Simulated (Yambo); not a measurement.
Absorption of a free-standing CdClOH monolayer (symmetry P3m1, slab cell 16.5 Å high) under biaxial strain of -1.5 % in the plane with and without the electron-hole interaction (Yambo, PBEsol bands; 12×12×1 mesh, 8 valence and 5 conduction bands, static screening with 54 bands and a 3 Ry block, scissor 2.71 eV, Tamm-Dancoff, stochastic integration of W near q = 0; field along x).

```
E (eV)  Im α, BSE (Å)  Im α, independent quasiparticles (Å)
------  -------------  ------------------------------------
2.61             0.03                                  0.01
2.71             0.03                                  0.01
2.81             0.04                                  0.01
2.91             0.04                                  0.01
3.01             0.05                                  0.01
3.11             0.05                                  0.01
3.21             0.06                                  0.01
3.31             0.07                                  0.01
3.41             0.09                                  0.01
3.51             0.12                                  0.01
3.61             0.16                                  0.01
3.71             0.20                                  0.01
3.82             0.30                                  0.01
3.92             0.52                                  0.01
4.02             1.13                                  0.01
4.12             2.58                                  0.01
4.22             1.87                                  0.01
4.32             1.18                                  0.01
4.42             1.69                                  0.02
4.52             2.65                                  0.02
4.62             1.51                                  0.02
4.72             0.94                                  0.02
4.82             0.62                                  0.02
4.92             0.40                                  0.03
5.02             0.34                                  0.03
5.12             0.35                                  0.04
5.22             0.42                                  0.06
5.32             0.64                                  0.08
5.42             1.00                                  0.08
5.52             1.29                                  0.08
5.62             1.12                                  0.08
5.72             0.83                                  0.11
5.82             0.68                                  0.17
5.92             0.71                                  0.17
6.02             0.82                                  0.20
6.12             1.25                                  0.30
6.22             1.62                                  0.41
6.32             1.56                                  0.52
6.43             1.86                                  0.75
6.53             2.78                                  1.05
6.63             2.47                                  0.84
6.73             2.45                                  0.49
6.83             2.08                                  0.49
6.93             1.74                                  0.82
7.03             1.62                                  0.94
7.13             1.78                                  0.96
7.23             3.05                                  0.64
7.33             2.88                                  0.58
7.43             1.66                                  0.50
7.53             1.30                                  0.53
7.63             1.09                                  0.58
7.73             1.10                                  0.84
7.83             1.13                                  0.87
7.93             1.11                                  0.72
8.03             1.40                                  0.58
8.13             1.36                                  0.60
8.23             1.14                                  0.67
8.33             1.10                                  0.75
8.43             1.20                                  1.03
8.53             1.52                                  1.42
8.63             1.27                                  1.45
8.73             1.14                                  1.57
8.83             0.93                                  1.69
8.94             0.80                                  1.51
9.04             0.66                                  1.49
9.14             0.59                                  1.89
9.24             0.47                                  1.81
9.34             0.39                                  1.78
9.44             0.41                                  1.69
9.54             0.46                                  1.70
```

The scissor comes from a G0W0 run whose convergence isn't established. Broadening 0.1 eV. The band window holds all transitions up to 11.7 eV. Fine structure above the onset can come from the mesh.

Spin-orbit splittings are left out.

Geometry strained from the cell relaxed with PBEsol, atoms relaxed again; primitive cell a = b = 3.591 Å, c = 16.500 Å, α = β = 90.00°, γ = 120.00°.

This is a model layer cut from the bulk structure; whether it is stable on its own was not checked.
